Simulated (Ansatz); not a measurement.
This cell of Hf (hcp, Mg type) is off equilibrium:

```xyz
2
Lattice="3.1547 0.0000 0.0000 -1.5773 2.7320 0.0000 0.0000 0.0000 4.9791" Properties=species:S:1:pos:R:3 pbc="T T T"
Hf     0.0000     1.8214     3.7343
Hf     1.5773     0.9107     1.2448
```

Method: r2SCAN (plane waves to 500 eV, PAW, scalar-relativistic; Ansatz, an electronic-structure program). k mesh 17×17×9 (Γ-centred), Fermi-Dirac smearing 0.05 eV. E stands for the smeared free energy. Compression counts positive. Hf is run without spin polarisation. Hf was relaxed with its symmetry unable to fall. Spin-orbit coupling is left out, though Hf is heavy.

Question: What is the stress tensor (GPa)?

Answer: 
```
    4.8      0.0      0.0
    0.0      4.8      0.0
    0.0      0.0      4.9
```
The pressure, a third of the trace, is 4.8 GPa.

Question: It is the relaxed cell scaled evenly to V/V₀ = 0.960, atoms relaxed where free. What is its energy relative to the relaxed cell?

Answer: 13 meV/atom.

(Under strain, the slope of the energy per volume gives the stress and its curvature an elastic modulus.)
